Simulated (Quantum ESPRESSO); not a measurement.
## Calculated data, Si14BN (made-up cell)

All values are calculated (Quantum ESPRESSO 7.5). Calculation on a made-up crystal cell, not a measurement: periodic Kohn-Sham density functional theory in plane waves with PseudoDojo standard norm-conserving scalar-relativistic pseudopotentials, each functional with its own files (v0.5 for PBE, v0.4.1 for LDA and PBEsol), no spin polarisation, no spin-orbit coupling, atoms not relaxed, stress positive in tension, energies less a fixed whole-eV offset for each atom's element; levels are Kohn-Sham levels at fractions of this cell's reciprocal vectors, counted from the reference band (half the neutral cell's valence electrons, rounded up) at Gamma; error bars cover cutoff and k-mesh only, not smearing or the files; each bar is the largest change over components, and at least 0.002 eV, 0.002 eV per angstrom or 0.02 GPa; added strain carries the atoms with the cell, and shear is the tensor component; no dispersion term; energies are for the whole cell, and the offsets were chosen from early runs and are not element reference energies.

Common to all runs: lattice type doubled zincblende/diamond; functional pbe; cutoff 1143 eV; fermi dirac smearing 0.1 eV; scf tolerance 1e-07 eV; electrons removed 0; added strain kind uniform; k mesh 6 x 6 x 4, shifted by half a step.

```yaml
- entry: 1
  formula: Si14BN
  kind: "made-up cell"
  unstrained_structure:
    cell_angstrom:
      - [5.2595, 0.0589, -0.0055]
      - [0.0589, 5.4574, 0.0224]
      - [-0.011, 0.0448, 10.6769]
    atoms_fractional:
      - [Si, -0.00373, -0.00988, 0.00107]
      - [Si, -0.00528, 0.50774, 0.24956]
      - [Si, 0.49716, -0.01343, 0.24799]
      - [Si, 0.48994, 0.49141, -0.0037]
      - [Si, -0.01437, 0.00784, 0.49729]
      - [Si, 0.00346, 0.50207, 0.74972]
      - [Si, 0.49864, 0.00406, 0.74746]
      - ["N", 0.49522, 0.49786, 0.50211]
      - [Si, 0.25287, 0.24821, 0.11887]
      - [Si, 0.25358, 0.73582, 0.3772]
      - [Si, 0.74193, 0.24688, 0.38159]
      - [Si, 0.75946, 0.75532, 0.12468]
      - [Si, 0.24918, 0.25915, 0.62097]
      - [Si, 0.2468, 0.7393, 0.87074]
      - [Si, 0.7395, 0.25732, 0.86983]
      - [B, 0.75261, 0.74993, 0.62251]
  given:
    added_strain: -0.0127
    structure_shown: "before the added strain of -0.0127"
    atom_site: [1, 2, 3, 4, 5, 6, 7, 8, 9, 10, 11, 12, 13, 14, 15, 16]
    "atom_energy_offset [eV]": [-115, -115, -115, -115, -115, -115, -115, -283, -115, -115, -115, -115, -115, -115, -115, -79]
  results:
    "free_energy_less_offsets [eV]": 2.567
    scf_iterations: 13
    "smearing_term_minus_ts [eV]": -0.04393
    "pressure [GPa]": 1.946
    "stress_xx [GPa]": -3.676
    "stress_yy [GPa]": -0.00033
    "stress_zz [GPa]": -2.16
    "stress_yz [GPa]": 0.5337
    "stress_xz [GPa]": -1.42
    "stress_xy [GPa]": 0.8926
    force_site: [1, 2, 3, 4, 5, 6, 7, 8, 9, 10, 11, 12, 13, 14, 15, 16]
    "force_x [eV/angstrom]": [0.3839, 0.3809, 0.04918, 1.178, 0.4893, -2.062, 1.076, -0.3904, -1.074, 1.214, -2.451, -1.289, 1.303, 0.02962, 1.07, 0.09236]
    "force_y [eV/angstrom]": [1.082, -1.549, 0.8126, 1.096, -2.641, 1.066, -1.886, -0.3123, -0.6164, -0.8986, 2.598, -0.7066, 0.9928, 1.534, -1.014, 0.4428]
    "force_z [eV/angstrom]": [-1.191, 0.8129, 0.9178, 0.6926, 2.35, -2.134, -1.578, -0.5274, 1.01, 1.717, -0.6583, -0.5737, -1.621, 0.03147, 0.1098, 0.6425]
    "fermi_level [eV]": 0.06462
    reference_band: 32
    level_k_point: [Gamma, "(1/2,1/2,1/2)", "(0.15,0,0)", "(0,0.15,0)", "(0,0,0.15)"]
    "next_band_up [eV]": [0.1787, 0.5248, 0.1644, 0.2158, 0.1099]
    "error_bar_energy [eV]": 0.00277
    "error_bar_stress [GPa]": 0.02
    "error_bar_force [eV/angstrom]": 0.009673
    "error_bar_next_band_up [eV]": 0.002
    "error_bar_fermi_level [eV]": 0.007129
    error_bars_from: "tighter rerun of a related cell"
- entry: 2
  formula: Si14BN
  kind: "made-up cell"
  unstrained_structure:
    cell_angstrom:
      - [5.2595, 0.0589, -0.0055]
      - [0.0589, 5.4574, 0.0224]
      - [-0.011, 0.0448, 10.6769]
    atoms_fractional:
      - [Si, -0.00373, -0.00988, 0.00107]
      - [Si, -0.00528, 0.50774, 0.24956]
      - [Si, 0.49716, -0.01343, 0.24799]
      - [Si, 0.48994, 0.49141, -0.0037]
      - [Si, -0.01437, 0.00784, 0.49729]
      - [Si, 0.00346, 0.50207, 0.74972]
      - [Si, 0.49864, 0.00406, 0.74746]
      - ["N", 0.49522, 0.49786, 0.50211]
      - [Si, 0.25287, 0.24821, 0.11887]
      - [Si, 0.25358, 0.73582, 0.3772]
      - [Si, 0.74193, 0.24688, 0.38159]
      - [Si, 0.75946, 0.75532, 0.12468]
      - [Si, 0.24918, 0.25915, 0.62097]
      - [Si, 0.2468, 0.7393, 0.87074]
      - [Si, 0.7395, 0.25732, 0.86983]
      - [B, 0.75261, 0.74993, 0.62251]
  given:
    added_strain: -0.0061
    structure_shown: "before the added strain of -0.0061"
    atom_site: [1, 2, 3, 4, 5, 6, 7, 8, 9, 10, 11, 12, 13, 14, 15, 16]
    "atom_energy_offset [eV]": [-115, -115, -115, -115, -115, -115, -115, -283, -115, -115, -115, -115, -115, -115, -115, -79]
  results:
    "free_energy_less_offsets [eV]": 2.531
    scf_iterations: 13
    "smearing_term_minus_ts [eV]": -0.04422
    "pressure [GPa]": 0.01473
    "stress_xx [GPa]": -1.742
    "stress_yy [GPa]": 1.923
    "stress_zz [GPa]": -0.2252
    "stress_yz [GPa]": 0.4486
    "stress_xz [GPa]": -1.36
    "stress_xy [GPa]": 0.8449
    force_site: [1, 2, 3, 4, 5, 6, 7, 8, 9, 10, 11, 12, 13, 14, 15, 16]
    "force_x [eV/angstrom]": [0.3674, 0.3699, 0.06121, 1.126, 0.464, -1.973, 1.027, -0.4012, -1.031, 1.143, -2.321, -1.232, 1.226, 0.01794, 1.023, 0.1323]
    "force_y [eV/angstrom]": [1.037, -1.473, 0.7808, 1.042, -2.518, 1.02, -1.794, -0.3214, -0.6018, -0.845, 2.459, -0.6706, 0.9291, 1.465, -0.984, 0.4762]
    "force_z [eV/angstrom]": [-1.142, 0.7722, 0.8707, 0.6367, 2.25, -2.057, -1.52, -0.5318, 0.9708, 1.612, -0.6457, -0.5271, -1.522, 0.04623, 0.1175, 0.6694]
    "fermi_level [eV]": 0.06044
    reference_band: 32
    level_k_point: [Gamma, "(1/2,1/2,1/2)", "(0.15,0,0)", "(0,0.15,0)", "(0,0,0.15)"]
    "next_band_up [eV]": [0.1732, 0.4953, 0.1849, 0.2337, 0.106]
    "error_bar_energy [eV]": 0.00277
    "error_bar_stress [GPa]": 0.02
    "error_bar_force [eV/angstrom]": 0.009673
    "error_bar_next_band_up [eV]": 0.002
    "error_bar_fermi_level [eV]": 0.007129
    error_bars_from: "tighter rerun of a related cell"
- entry: 3
  formula: Si14BN
  kind: "made-up cell"
  unstrained_structure:
    cell_angstrom:
      - [5.2595, 0.0589, -0.0055]
      - [0.0589, 5.4574, 0.0224]
      - [-0.011, 0.0448, 10.6769]
    atoms_fractional:
      - [Si, -0.00373, -0.00988, 0.00107]
      - [Si, -0.00528, 0.50774, 0.24956]
      - [Si, 0.49716, -0.01343, 0.24799]
      - [Si, 0.48994, 0.49141, -0.0037]
      - [Si, -0.01437, 0.00784, 0.49729]
      - [Si, 0.00346, 0.50207, 0.74972]
      - [Si, 0.49864, 0.00406, 0.74746]
      - ["N", 0.49522, 0.49786, 0.50211]
      - [Si, 0.25287, 0.24821, 0.11887]
      - [Si, 0.25358, 0.73582, 0.3772]
      - [Si, 0.74193, 0.24688, 0.38159]
      - [Si, 0.75946, 0.75532, 0.12468]
      - [Si, 0.24918, 0.25915, 0.62097]
      - [Si, 0.2468, 0.7393, 0.87074]
      - [Si, 0.7395, 0.25732, 0.86983]
      - [B, 0.75261, 0.74993, 0.62251]
  given:
    added_strain: -0.0018
    structure_shown: "before the added strain of -0.0018"
    atom_site: [1, 2, 3, 4, 5, 6, 7, 8, 9, 10, 11, 12, 13, 14, 15, 16]
    "atom_energy_offset [eV]": [-115, -115, -115, -115, -115, -115, -115, -283, -115, -115, -115, -115, -115, -115, -115, -79]
  results:
    "free_energy_less_offsets [eV]": 2.545
    scf_iterations: 15
    "smearing_term_minus_ts [eV]": -0.04444
    "pressure [GPa]": -1.153
    "stress_xx [GPa]": -0.5709
    "stress_yy [GPa]": 3.084
    "stress_zz [GPa]": 0.9446
    "stress_yz [GPa]": 0.3971
    "stress_xz [GPa]": -1.322
    "stress_xy [GPa]": 0.8193
    force_site: [1, 2, 3, 4, 5, 6, 7, 8, 9, 10, 11, 12, 13, 14, 15, 16]
    "force_x [eV/angstrom]": [0.3566, 0.3632, 0.06843, 1.094, 0.4495, -1.917, 0.9971, -0.4074, -1.005, 1.099, -2.242, -1.194, 1.179, 0.01078, 0.9907, 0.1562]
    "force_y [eV/angstrom]": [1.006, -1.425, 0.7607, 1.008, -2.443, 0.9909, -1.735, -0.3262, -0.591, -0.8109, 2.372, -0.6482, 0.8879, 1.423, -0.9654, 0.497]
    "force_z [eV/angstrom]": [-1.112, 0.747, 0.8445, 0.6015, 2.189, -2.008, -1.484, -0.5341, 0.9465, 1.545, -0.6403, -0.4996, -1.46, 0.05649, 0.1216, 0.6857]
    "fermi_level [eV]": 0.05702
    reference_band: 32
    level_k_point: [Gamma, "(1/2,1/2,1/2)", "(0.15,0,0)", "(0,0.15,0)", "(0,0,0.15)"]
    "next_band_up [eV]": [0.1692, 0.4764, 0.1973, 0.2444, 0.1033]
    "error_bar_energy [eV]": 0.00277
    "error_bar_stress [GPa]": 0.02
    "error_bar_force [eV/angstrom]": 0.009673
    "error_bar_next_band_up [eV]": 0.002
    "error_bar_fermi_level [eV]": 0.007129
    error_bars_from: "tighter rerun of a related cell"
- entry: 4
  formula: Si14BN
  kind: "made-up cell"
  unstrained_structure:
    cell_angstrom:
      - [5.2595, 0.0589, -0.0055]
      - [0.0589, 5.4574, 0.0224]
      - [-0.011, 0.0448, 10.6769]
    atoms_fractional:
      - [Si, -0.00373, -0.00988, 0.00107]
      - [Si, -0.00528, 0.50774, 0.24956]
      - [Si, 0.49716, -0.01343, 0.24799]
      - [Si, 0.48994, 0.49141, -0.0037]
      - [Si, -0.01437, 0.00784, 0.49729]
      - [Si, 0.00346, 0.50207, 0.74972]
      - [Si, 0.49864, 0.00406, 0.74746]
      - ["N", 0.49522, 0.49786, 0.50211]
      - [Si, 0.25287, 0.24821, 0.11887]
      - [Si, 0.25358, 0.73582, 0.3772]
      - [Si, 0.74193, 0.24688, 0.38159]
      - [Si, 0.75946, 0.75532, 0.12468]
      - [Si, 0.24918, 0.25915, 0.62097]
      - [Si, 0.2468, 0.7393, 0.87074]
      - [Si, 0.7395, 0.25732, 0.86983]
      - [B, 0.75261, 0.74993, 0.62251]
  given:
    added_strain: 0.0084
    structure_shown: "before the added strain of 0.0084"
    atom_site: [1, 2, 3, 4, 5, 6, 7, 8, 9, 10, 11, 12, 13, 14, 15, 16]
    "atom_energy_offset [eV]": [-115, -115, -115, -115, -115, -115, -115, -283, -115, -115, -115, -115, -115, -115, -115, -79]
  results:
    "free_energy_less_offsets [eV]": 2.688
    scf_iterations: 15
    "smearing_term_minus_ts [eV]": -0.045
    "pressure [GPa]": -3.654
    "stress_xx [GPa]": 1.948
    "stress_yy [GPa]": 5.564
    "stress_zz [GPa]": 3.45
    "stress_yz [GPa]": 0.2803
    "stress_xz [GPa]": -1.235
    "stress_xy [GPa]": 0.7549
    force_site: [1, 2, 3, 4, 5, 6, 7, 8, 9, 10, 11, 12, 13, 14, 15, 16]
    "force_x [eV/angstrom]": [0.3299, 0.3474, 0.0846, 1.019, 0.4101, -1.79, 0.9276, -0.4205, -0.9418, 0.9979, -2.056, -1.109, 1.073, -0.005574, 0.9231, 0.2101]
    "force_y [eV/angstrom]": [0.9396, -1.317, 0.7158, 0.9289, -2.267, 0.9246, -1.604, -0.3374, -0.5665, -0.7375, 2.173, -0.5969, 0.7998, 1.325, -0.9208, 0.5412]
    "force_z [eV/angstrom]": [-1.041, 0.6887, 0.7783, 0.5255, 2.045, -1.894, -1.4, -0.5383, 0.8903, 1.394, -0.6212, -0.4356, -1.319, 0.07521, 0.1326, 0.7198]
    "fermi_level [eV]": 0.04723
    reference_band: 32
    level_k_point: [Gamma, "(1/2,1/2,1/2)", "(0.15,0,0)", "(0,0.15,0)", "(0,0,0.15)"]
    "next_band_up [eV]": [0.1593, 0.4326, 0.2241, 0.267, 0.09855]
    "error_bar_energy [eV]": 0.00277
    "error_bar_stress [GPa]": 0.02
    "error_bar_force [eV/angstrom]": 0.009673
    "error_bar_next_band_up [eV]": 0.002
    "error_bar_fermi_level [eV]": 0.007129
    error_bars_from: "tighter rerun of this cell"
- entry: 5
  formula: Si14BN
  kind: "made-up cell"
  unstrained_structure:
    cell_angstrom:
      - [5.2595, 0.0589, -0.0055]
      - [0.0589, 5.4574, 0.0224]
      - [-0.011, 0.0448, 10.6769]
    atoms_fractional:
      - [Si, -0.00373, -0.00988, 0.00107]
      - [Si, -0.00528, 0.50774, 0.24956]
      - [Si, 0.49716, -0.01343, 0.24799]
      - [Si, 0.48994, 0.49141, -0.0037]
      - [Si, -0.01437, 0.00784, 0.49729]
      - [Si, 0.00346, 0.50207, 0.74972]
      - [Si, 0.49864, 0.00406, 0.74746]
      - ["N", 0.49522, 0.49786, 0.50211]
      - [Si, 0.25287, 0.24821, 0.11887]
      - [Si, 0.25358, 0.73582, 0.3772]
      - [Si, 0.74193, 0.24688, 0.38159]
      - [Si, 0.75946, 0.75532, 0.12468]
      - [Si, 0.24918, 0.25915, 0.62097]
      - [Si, 0.2468, 0.7393, 0.87074]
      - [Si, 0.7395, 0.25732, 0.86983]
      - [B, 0.75261, 0.74993, 0.62251]
  given:
    added_strain: 0.0185
    structure_shown: "before the added strain of 0.0185"
    atom_site: [1, 2, 3, 4, 5, 6, 7, 8, 9, 10, 11, 12, 13, 14, 15, 16]
    "atom_energy_offset [eV]": [-115, -115, -115, -115, -115, -115, -115, -283, -115, -115, -115, -115, -115, -115, -115, -79]
  results:
    "stress_zz [GPa]": null
    "stress_yy [GPa]": null
    "fermi_level [eV]": null
    "stress_xx [GPa]": null
```

Question: Estimate the stress zz of Si14BN (made-up cell) (entry 5).
Answer: 5.59 GPa

Question: Estimate the stress yy of Si14BN (made-up cell) (entry 5).
Answer: 7.674 GPa

Question: Si14BN (made-up cell) (entry 5): fermi level?
Answer: 0.03697 eV

Question: What stress xx does the calculation give for Si14BN (made-up cell) (entry 5)?
Answer: 4.107 GPa

Question: Give the table of levels values for Si14BN (made-up cell) (entry 5).
Answer: 
Levels:
```csv
level k point,next band up (eV)
Gamma,0.1495
"(1/2,1/2,1/2)",0.392
"(0.15,0,0)",0.2482
"(0,0.15,0)",0.2864
"(0,0,0.15)",0.1009
```

Further results for Si14BN (made-up cell) (entry 5):

- free energy less offsets: 2.971 eV
- scf iterations: 14
- smearing term minus ts: -0.04578 eV
- pressure: -5.79 GPa
- stress yz: 0.1791 GPa
- stress xz: -1.156 GPa
- stress xy: 0.696 GPa
- reference band: 32
- error bar energy: 0.00277 eV
- error bar stress: 0.02 GPa
- error bar force: 0.009673 eV/Å
- error bar next band up: 0.002 eV
- error bar fermi level: 0.007129 eV
- error bars from: tighter rerun of a related cell

Forces:
```csv
site,x (eV/Å),y (eV/Å),z (eV/Å)
1,0.3053,0.8759,-0.9742
2,0.3327,-1.217,0.6345
3,0.09862,0.6726,0.7169
4,0.9501,0.8586,0.4543
5,0.3754,-2.107,1.914
6,-1.672,0.864,-1.786
7,0.8629,-1.483,-1.321
8,-0.4309,-0.3458,-0.5399
9,-0.8841,-0.5443,0.8385
10,0.9055,-0.6692,1.257
11,-1.888,1.992,-0.6045
12,-1.03,-0.5484,-0.378
13,0.9766,0.7179,-1.193
14,-0.01823,1.233,0.09295
15,0.8583,-0.8783,0.1416
16,0.2583,0.5796,0.7468
```
